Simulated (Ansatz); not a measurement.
SnC:
```
SnC
1.0
    3.10390     0.00000     0.00000
    0.00000     3.10390     0.00000
    0.00000     0.00000     3.10390
Sn C
1 1
Direct
  0.00000   0.00000   0.00000
  0.50000   0.50000   0.50000
```

Relaxed with PBE. Special points in fractions of this cell's reciprocal vectors: Γ (0.000, 0.000, 0.000); X (0.000, 0.500, 0.000); M (0.500, 0.500, 0.000); R (0.500, 0.500, 0.500).

Task: List the band energies nearest the Fermi level at these points for DFT-PBE with spin–orbit coupling in the program Ansatz with PAW potentials.

Result: In eV from the Fermi level; about four levels below and three above (degenerate sets whole), none deeper than 8.9 eV; … stands for higher levels left out; points with the same levels are listed once.

```tsv
k	below	above
Γ	-0.82 -0.82 -0.82 -0.82	7.12 7.12 7.12 7.12
X	–	0.76 0.76 0.78 0.78
M	-5.34 -5.34 -5.02 -5.02	1.09 1.09 5.91 5.91
R	-0.33 -0.33 -0.33 -0.33	…
```

Space group Pm-3m (CsCl type). The cell is a constructed one: a structure type filled with these elements; neither database checked (COD, Materials Project) lists it. Its standing as an ambient phase is unchecked. The cell was relaxed with PBE under the symmetry of its start; its stability against distortions is not shown here.

Potentials: the earlier of the program's two PAW sets.
